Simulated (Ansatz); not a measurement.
Input:

Ca3BiN:
```cif
data_BiCa3N
_chemical_formula_sum 'Ca3 Bi1 N1'
_space_group_name_H-M_alt 'P 1'
_space_group_IT_number 1
_cell_length_a 4.84426
_cell_length_b 4.84426
_cell_length_c 4.84426
_cell_angle_alpha 90.000
_cell_angle_beta 90.000
_cell_angle_gamma 90.000
loop_
_space_group_symop_operation_xyz
  'x, y, z'
loop_
_atom_site_label
_atom_site_type_symbol
_atom_site_fract_x
_atom_site_fract_y
_atom_site_fract_z
_atom_site_occupancy
Ca1 Ca 0.50000 0.00000 0.50000 1
Ca2 Ca 0.00000 0.50000 0.50000 1
Ca3 Ca 0.50000 0.50000 0.00000 1
Bi1 Bi 0.00000 0.00000 0.00000 1
N1 N 0.50000 0.50000 0.50000 1
```

This is the PBEsol-relaxed structure.

Q: All from PBEsol in the plane-wave PAW code Ansatz, unless another level is named. Give the Born charges (a third of the trace).

A: Ca +2.49, Bi -3.16, N -4.31 e.

Q: And the Bader charges?

A: Ca +1.30, Bi -1.93, N -1.97 e.

Q: And the electronic dielectric constant ε∞ (DFPT)?

A: 13.2.

Space group Pm-3m (anti-perovskite). The first step of the workflow began from a Materials Project structure, measured or hypothetical; the Crystallography Open Database files this formula in space group No. 221, but the cells were not matched. Whether it is the stable phase at ambient conditions was not checked. Symmetry was held in the PBEsol relaxation; whether a distortion lowers the energy is not shown. Spin–orbit coupling is left out wherever it is not named.

Potentials: the later of the program's two PAW sets.
